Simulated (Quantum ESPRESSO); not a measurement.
pw.x input (Quantum ESPRESSO 7.5; LDA, PseudoDojo standard norm-conserving files, scalar-relativistic):

```
&CONTROL
  calculation = 'scf'
  pseudo_dir = './pseudo'
  outdir = './out'
  tprnfor = .true.
  tstress = .true.
/
&SYSTEM
  ibrav = 0
  nat = 12
  ntyp = 2
  ecutwfc = 84.0
  ecutrho = 336.0
  occupations = 'smearing'
  smearing = 'fd'
  degauss = 0.002
  nbnd = 93
/
&ELECTRONS
  conv_thr = 1.2e-09
/
ATOMIC_SPECIES
S 32.0600 S.upf
Zn 65.3800 Zn.upf
CELL_PARAMETERS angstrom
  3.807959958000   0.000000000000   0.000000000000
 -1.903979979000   3.297790060000   0.000000000000
  0.000000000000   0.000000000000  18.678740000000
ATOMIC_POSITIONS crystal
S   0.333333333000   0.666666667000   0.958120000000
S   0.666666667000   0.333333333000   0.458120000000
S   0.666666667000   0.333333333000   0.791710000000
S   0.333333333000   0.666666667000   0.291710000000
S   0.000000000000   0.000000000000   0.625110000000
S   0.000000000000   0.000000000000   0.125110000000
Zn   0.333333333000   0.666666667000   0.833260000000
Zn   0.666666667000   0.333333333000   0.333260000000
Zn   0.666666667000   0.333333333000   0.666860000000
Zn   0.333333333000   0.666666667000   0.166860000000
Zn   0.000000000000   0.000000000000   0.499940000000
Zn   0.000000000000   0.000000000000   0.999940000000
K_POINTS automatic
9 9 2 0 0 0
```

End of the output:

```

[...]
     the Fermi energy is     8.2061 ev
!    total energy              =   -2640.47815493 Ry
     estimated scf accuracy    <          1.0E-09 Ry
     smearing contrib. (-TS)   =      -0.00000000 Ry
     internal energy E=F+TS    =   -2640.47815493 Ry
     The total energy is F=E-TS. E is the sum of the following terms:
     one-electron contribution =   -2148.30373120 Ry
     hartree contribution      =    1102.82072727 Ry
     xc contribution           =    -303.86320507 Ry
     ewald contribution        =   -1291.13194592 Ry
     convergence has been achieved in  10 iterations
     Forces acting on atoms (cartesian axes, Ry/au):
     atom    1 type  1   force =    -0.00000000   -0.00000000    0.00004549
     atom    2 type  1   force =     0.00000000    0.00000000    0.00004549
     atom    3 type  1   force =     0.00000000    0.00000000   -0.00032274
     atom    4 type  1   force =     0.00000000    0.00000000   -0.00032274
     atom    5 type  1   force =    -0.00000000    0.00000000    0.00020326
     atom    6 type  1   force =     0.00000000   -0.00000000    0.00020326
     atom    7 type  2   force =     0.00000000    0.00000000    0.00010248
     atom    8 type  2   force =    -0.00000000   -0.00000000    0.00010248
     atom    9 type  2   force =    -0.00000000   -0.00000000   -0.00018876
     atom   10 type  2   force =     0.00000000    0.00000000   -0.00018876
     atom   11 type  2   force =     0.00000000    0.00000000    0.00016027
     atom   12 type  2   force =    -0.00000000   -0.00000000    0.00016027
     Total force =     0.000662     Total SCF correction =     0.000071
     SCF correction compared to forces is large: reduce conv_thr to get better values
     Computing stress (Cartesian axis) and pressure
          total   stress  (Ry/bohr**3)                   (kbar)     P=      -39.92
  -0.00027197  -0.00000000   0.00000000          -40.01       -0.00        0.00
  -0.00000000  -0.00027197   0.00000000           -0.00      -40.01        0.00
   0.00000000   0.00000000  -0.00027026            0.00        0.00      -39.76
```
In a gapped system the printed Fermi energy is only some level inside the gap.

Geometry of the Materials Project entry, not relaxed at this level.
